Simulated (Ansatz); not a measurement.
# Structure relaxation, W

The start is a generated trial cell of W in the AFLOW prototype A_cI16_220_c (as in Li). The cell and all atomic positions are relaxed at zero pressure with r2SCAN (plane waves to 500 eV, PAW, scalar-relativistic; Ansatz, a first-principles code). First-step values are on the input's coarse k-mesh.

Ansatz input (later rounds restart from its end on a renewed k-mesh):
Ansatz 0.2 input:
```yaml
crystal:
  lattice:
    - [-3.1600002, 3.1600002, 3.1600002]
    - [3.1600002, -3.1600002, 3.1600002]
    - [3.1600002, 3.1600002, -3.1600002]
  atoms:
    - { symbol: W, position: [0.402, 0.402, 0.402] }
    - { symbol: W, position: [0.5, 0, 0.098] }
    - { symbol: W, position: [0, 0.098, 0.5] }
    - { symbol: W, position: [0.098, 0.5, 0] }
    - { symbol: W, position: [0.902, 0.902, 0.902] }
    - { symbol: W, position: [0.5, 0, 0.598] }
    - { symbol: W, position: [0, 0.598, 0.5] }
    - { symbol: W, position: [0.598, 0.5, 0] }
basis: { ecutwfc: 500, ecutrho_ratio: 4, xc_grid: 4, fft_grid_basis: typed }
kpoints: { mp_grid: { grid: [7, 7, 7] } }
hamiltonian:
  xc: r2scan
  dispersion: none
  pseudopotentials: { azcp: { folder: ./paw }, kind: paw }
scf: { occupations: { method: fermi_dirac, width: 0.05 } }
relax: { f_tol: 0.01, max_steps: 100, cell: { stress_tol: 0.02 } }
output: { forces: true, stress: true }
```

Which atoms feel the largest initial force, and how large is it?

1.26 eV/Å, on W1, W2, W3, W4, W5, W6, W7, W8 (atoms numbered as listed).

What symmetry does the relaxed structure have?

The space group goes from I-43d (No. 220) to Im-3m (No. 229); the end is bcc (W type), with 1 atom in the primitive cell.

How do the shortest distances between atoms change?

The closest pairs of elements (up to four, under 3.6 Å), start → end: W–W 2.62 → 2.75 Å.

What band gap does the relaxed structure have at this level?

Zero (metallic).

What does it relax into? Give the structure.


```cif
data_W2
_chemical_formula_sum 'W2'
_space_group_name_H-M_alt 'Im-3m'
_space_group_IT_number 229
_space_group_name_Hall '-I 4 2 3'
_cell_length_a 3.16984
_cell_length_b 3.16984
_cell_length_c 3.16984
_cell_angle_alpha 90.000
_cell_angle_beta 90.000
_cell_angle_gamma 90.000
loop_
_atom_site_label
_atom_site_type_symbol
_atom_site_symmetry_multiplicity
_atom_site_Wyckoff_symbol
_atom_site_fract_x
_atom_site_fract_y
_atom_site_fract_z
_atom_site_occupancy
W1 W 2 a 0.00000 0.00000 0.00000 1
```
(The calculation used a cell of 1 atom; values per cell refer to that cell.)

Final values are on a 21×21×21 k-mesh of the relaxed cell. No spin polarisation in the result.

The run could not lose the symmetry of its start.
